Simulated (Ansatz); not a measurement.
Relaxation of a randomly generated symmetric cell of Bi (space group No. 15); 2 atoms in the cell, which starts as C2/c (No. 15), mS4; a = 5.928 Å, b = 7.412 Å, c = 3.083 Å, α = γ = 90.00°, β = 91.73°. Method: PBEsol (plane waves to 420 eV, PAW, scalar-relativistic; Ansatz, an electronic-structure program). Γ-centred k-mesh 7×7×11 on the run's cell (coarser than for final values), Fermi–Dirac smearing 0.05 eV. This is the first round of the run. 

The optimiser's lines from the output (shortened; P is positive under compression):

```
relax step   1: F+E_penalty+E_count = -24483.49367302 eV  Δ(F+E_penalty+E_count) = +0.000e0 eV  max|allowed force component| = 1.484e1 eV/Å  Δτ_max = 0.0000 Å  P = +41.141 GPa  Ω = 67.709 Å³  (7 SCF iters, dr2 threshold 1.00e-7 eV, accepted)
relax step   2: F+E_penalty+E_count = -24487.42393255 eV  Δ(F+E_penalty+E_count) = -3.930e0 eV  max|allowed force component| = 3.494e0 eV/Å  Δτ_max = 0.1950 Å  P = +12.214 GPa  Ω = 70.731 Å³  (7 SCF iters, dr2 threshold 2.00e-7 eV, accepted)
relax step   3: F+E_penalty+E_count = -24488.12650589 eV  Δ(F+E_penalty+E_count) = -7.026e-1 eV  max|allowed force component| = 1.424e0 eV/Å  Δτ_max = 0.0566 Å  P = +4.772 GPa  Ω = 72.083 Å³  (6 SCF iters, dr2 threshold 2.00e-7 eV, accepted)
relax step   4: F+E_penalty+E_count = -24488.39751653 eV  Δ(F+E_penalty+E_count) = -2.710e-1 eV  max|allowed force component| = 7.183e-1 eV/Å  Δτ_max = 0.0572 Å  P = +1.997 GPa  Ω = 71.863 Å³  (5 SCF iters, dr2 threshold 2.00e-7 eV, accepted)
relax step   5: F+E_penalty+E_count = -24488.49471080 eV  Δ(F+E_penalty+E_count) = -9.719e-2 eV  max|allowed force component| = 1.607e-1 eV/Å  Δτ_max = 0.1119 Å  P = +1.058 GPa  Ω = 70.546 Å³  (5 SCF iters, dr2 threshold 2.00e-7 eV, accepted)
relax step   6: F+E_penalty+E_count = -24488.53795625 eV  Δ(F+E_penalty+E_count) = -4.325e-2 eV  max|allowed force component| = 1.125e-1 eV/Å  Δτ_max = 0.0716 Å  P = +0.150 GPa  Ω = 69.548 Å³  (6 SCF iters, dr2 threshold 2.00e-7 eV, accepted)
relax step   7: F+E_penalty+E_count = -24488.58369914 eV  Δ(F+E_penalty+E_count) = -4.574e-2 eV  max|allowed force component| = 1.286e-1 eV/Å  Δτ_max = 0.0680 Å  P = -0.403 GPa  Ω = 68.022 Å³  (6 SCF iters, dr2 threshold 2.00e-7 eV, accepted)
relax step   8: F+E_penalty+E_count = -24488.62757192 eV  Δ(F+E_penalty+E_count) = -4.387e-2 eV  max|allowed force component| = 2.079e-1 eV/Å  Δτ_max = 0.0697 Å  P = -0.360 GPa  Ω = 65.821 Å³  (5 SCF iters, dr2 threshold 2.00e-7 eV, accepted)
relax step   9: F+E_penalty+E_count = -24488.65906952 eV  Δ(F+E_penalty+E_count) = -3.150e-2 eV  max|allowed force component| = 2.893e-1 eV/Å  Δτ_max = 0.0837 Å  P = +0.311 GPa  Ω = 63.206 Å³  (5 SCF iters, dr2 threshold 2.00e-7 eV, accepted)
relax step  10: F+E_penalty+E_count = -24488.70646701 eV  Δ(F+E_penalty+E_count) = -4.740e-2 eV  max|allowed force component| = 1.387e-1 eV/Å  Δτ_max = 0.1335 Å  P = -0.426 GPa  Ω = 62.842 Å³  (5 SCF iters, dr2 threshold 2.00e-7 eV, accepted)
relax step  11: F+E_penalty+E_count = -24488.75789289 eV  Δ(F+E_penalty+E_count) = -5.143e-2 eV  max|allowed force component| = 7.752e-2 eV/Å  Δτ_max = 0.0603 Å  P = -0.066 GPa  Ω = 62.481 Å³  (5 SCF iters, dr2 threshold 2.00e-7 eV, accepted)
relax step  12: F+E_penalty+E_count = -24488.77664250 eV  Δ(F+E_penalty+E_count) = -1.875e-2 eV  max|allowed force component| = 2.625e-2 eV/Å  Δτ_max = 0.0311 Å  P = +2.108 GPa  Ω = 60.794 Å³  (5 SCF iters, dr2 threshold 2.00e-7 eV, accepted)
relax step  13: F+E_penalty+E_count = -24488.77566011 eV  Δ(F+E_penalty+E_count) = +9.824e-4 eV  max|allowed force component| = 3.239e-2 eV/Å  Δτ_max = 0.0053 Å  P = -0.303 GPa  Ω = 63.242 Å³  (5 SCF iters, dr2 threshold 2.00e-7 eV, rejected (line search))
relax step  14: F+E_penalty+E_count = -24488.79824007 eV  Δ(F+E_penalty+E_count) = -2.160e-2 eV  max|allowed force component| = 1.145e-2 eV/Å  Δτ_max = 0.0099 Å  P = -0.594 GPa  Ω = 63.382 Å³  (9 SCF iters, accepted)
relax step  15: F+E_penalty+E_count = -24488.80015755 eV  Δ(F+E_penalty+E_count) = -1.917e-3 eV  max|allowed force component| = 5.454e-5 eV/Å  Δτ_max = 0.0036 Å  P = -0.092 GPa  Ω = 62.783 Å³  (4 SCF iters, dr2 threshold 2.00e-7 eV, accepted)
relax step  16: F+E_penalty+E_count = -24488.80134187 eV  Δ(F+E_penalty+E_count) = -1.184e-3 eV  max|allowed force component| = 1.200e-4 eV/Å  Δτ_max = 0.0000 Å  P = +0.019 GPa  Ω = 62.739 Å³  (3 SCF iters, dr2 threshold 2.00e-7 eV, accepted)
relax step  17: F+E_penalty+E_count = -24488.80141147 eV  Δ(F+E_penalty+E_count) = -6.960e-5 eV  max|allowed force component| = 4.992e-5 eV/Å  Δτ_max = 0.0000 Å  P = -0.004 GPa  Ω = 62.751 Å³  (3 SCF iters, dr2 threshold 3.39e-8 eV, accepted)
relax step  18: F+E_penalty+E_count = -24488.80141372 eV  Δ(F+E_penalty+E_count) = -2.254e-6 eV  max|allowed force component| = 4.927e-6 eV/Å  Δτ_max = 0.0000 Å  P = -0.002 GPa  Ω = 62.751 Å³  (3 SCF iters, dr2 threshold 3.01e-9 eV, accepted)
relax step  19: F+E_penalty+E_count = -24488.83269485 eV  Δ(F+E_penalty+E_count) = -3.128e-2 eV  max|allowed force component| = 4.929e-6 eV/Å  Δτ_max = 0.0000 Å  P = +0.727 GPa  Ω = 62.751 Å³  stress off target by 2.09e0 GPa  SCF on the basis re-selected at this cell (its energy is not comparable with the rows above)  (7 SCF iters)
relax step  20: F+E_penalty+E_count = -24488.84910136 eV  Δ(F+E_penalty+E_count) = -1.641e-2 eV  max|allowed force component| = 6.109e-3 eV/Å  Δτ_max = 0.0017 Å  P = +0.363 GPa  Ω = 63.418 Å³  (4 SCF iters, dr2 threshold 2.00e-7 eV, accepted)
relax step  21: F+E_penalty+E_count = -24488.85968893 eV  Δ(F+E_penalty+E_count) = -1.059e-2 eV  max|allowed force component| = 5.845e-3 eV/Å  Δτ_max = 0.0001 Å  P = +0.092 GPa  Ω = 64.060 Å³  (4 SCF iters, dr2 threshold 2.00e-7 eV, accepted)
relax step  22: F+E_penalty+E_count = -24488.86140878 eV  Δ(F+E_penalty+E_count) = -1.720e-3 eV  max|allowed force component| = 1.768e-4 eV/Å  Δτ_max = 0.0015 Å  P = +0.031 GPa  Ω = 64.167 Å³  (3 SCF iters, dr2 threshold 2.00e-7 eV, accepted)
relax step  23: F+E_penalty+E_count = -24488.86203724 eV  Δ(F+E_penalty+E_count) = -6.285e-4 eV  max|allowed force component| = 2.646e-4 eV/Å  Δτ_max = 0.0000 Å  P = +0.073 GPa  Ω = 64.179 Å³  (3 SCF iters, dr2 threshold 2.00e-7 eV, accepted)
relax step  24: F+E_penalty+E_count = -24488.86210465 eV  Δ(F+E_penalty+E_count) = -6.741e-5 eV  max|allowed force component| = 3.283e-4 eV/Å  Δτ_max = 0.0000 Å  P = -0.057 GPa  Ω = 64.324 Å³  (3 SCF iters, dr2 threshold 6.32e-8 eV, accepted)
relax step  25: F+E_penalty+E_count = -24488.86212774 eV  Δ(F+E_penalty+E_count) = -2.309e-5 eV  max|allowed force component| = 1.675e-4 eV/Å  Δτ_max = 0.0000 Å  P = -0.005 GPa  Ω = 64.262 Å³  (3 SCF iters, dr2 threshold 1.65e-8 eV, accepted)
relax step  26: F+E_penalty+E_count = -24488.86240296 eV  Δ(F+E_penalty+E_count) = -2.752e-4 eV  max|allowed force component| = 1.672e-4 eV/Å  Δτ_max = 0.0000 Å  P = -0.000 GPa  Ω = 64.262 Å³  stress off target by 1.74e-2 GPa  SCF on the basis re-selected at this cell (its energy is not comparable with the rows above)  (6 SCF iters)
```

From the first to the last row the energy changes by -2.68 eV/atom and the volume by -5.1 %. The last row is marked as not comparable with the walk above it, whose basis was carried along; it does compare with step 1, since both stand on a basis selected at the nominal cutoff for their own cell.

Energy and pressure jump between steps 18 and 19 at one geometry, where the plane-wave basis was selected anew. While the cell walks, the set of plane waves is carried along, so its effective cutoff drifts with the strain; re-selecting it at 420 eV moved the energy by -0.016 eV/atom and the pressure by 0.7 GPa. Only step 1 and rows on a re-selected basis compare with each other.

Step 13 was rejected by the optimiser.

Later rounds, restarted from the end of this one on a renewed k-mesh, logged 12 more steps and released under 0.01 eV/atom more. The final structure after all rounds: P6/mmm (No. 191), hP1, AFLOW prototype A_hP1_191_a (A_f, as in Sn); a = b = 3.379 Å, c = 3.246 Å, α = β = 90.00°, γ = 120.00°. Between re-selections the logged energies stand on a plane-wave basis carried along with the cell. No spin polarisation in the result.

The run could not lose the symmetry of its start, so the end can be a saddle point.

The relaxed structure here is a generated cell of Bi: the first start was made by a random draw of sites in a space group, and the end was not matched to a known phase here, so it may be hypothetical. Known forms of Bi include space group No. 166.
